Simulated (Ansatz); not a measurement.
LaBPd3 (cubic perovskite, Pm-3m) under volume change, plane-wave PAW PBEsol (Ansatz code), scaled uniformly.

| V (Å³/atom) | E − E(relaxed) (meV/atom) | P (GPa) |
|---|---|---|
| 14.959 | 71.8 | 16.99 |
| 15.452 | 30.0 | 10.34 |
| 15.945 | 7.1 | 4.73 |
| 16.438 | 0.0 | 0.01 |
| 16.932 | 6.3 | -3.98 |
| 17.425 | 23.9 | -7.35 |
| 17.918 | 51.0 | -10.19 |

### Question
What does a third-order Birch–Murnaghan fit give for V₀, B₀ and B′?

### Answer
V₀ = 16.44 Å³/atom, B₀ = 144 GPa, B′ = 4.7.

The workflow started from an entry of the Crystallography Open Database (COD). Whether it is the stable phase at ambient conditions was not checked. Symmetry was held in the PBEsol relaxation. At this level the phase is dynamically unstable (imaginary phonons). No spin polarisation was allowed. Spin–orbit coupling is left out wherever it is not named.

Potentials: the later of the program's two PAW sets.
